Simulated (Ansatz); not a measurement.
One starting cell of AlNi (a generated trial cell of AlNi in the CsCl structure type) was relaxed twice with Ansatz (plane waves, PAW, scalar-relativistic): with PBEsol at 420 eV and with PBE at 420 eV. The PBEsol result:

```
AlNi
1.0
    2.86183     0.00000     0.00000
    0.00000     2.86183     0.00000
    0.00000     0.00000     2.86183
Al Ni
1 1
Direct
  0.00000   0.00000   0.00000
  0.50000   0.50000   0.50000
```

```csv
quantity,PBEsol,PBE
space group,Pm-3m,Pm-3m
volume (Å³/atom),11.72,[?]
a (Å),2.862,[?]
"gap (eV, no spin-orbit coupling)",0.00,[?]
pressure at 70 % of the level's own volume (GPa),132.5,[?]
```

### Question
Fill in the PBE column.

### Answer

- volume (Å³/atom), PBE: 12.10
- a (Å), PBE: 2.893
- gap (eV, no spin-orbit coupling), PBE: 0.00
- pressure at 70 % of the level's own volume (GPa), PBE: 122.3

Both levels end in the same structure; PBE's volume is 3.3 % larger. Neither column is exact.

No spin polarisation in the result. A magnetic state may lie lower.

Measured for AlNi: a 2.882 Å (static lattice; corrected from measurement; as listed in H. Levämäki et al., Physical Review B (2014)). Computed minus measured — a: PBEsol -0.7 %, PBE +0.4 %. The computed values are for a static lattice.

The run could not lose the symmetry of its start; a randomly shaken copy of 2 atoms returns to this structure.

All atoms sit on sites fixed by symmetry, so only the cell could relax.

Ansatz is a program for electronic structure.
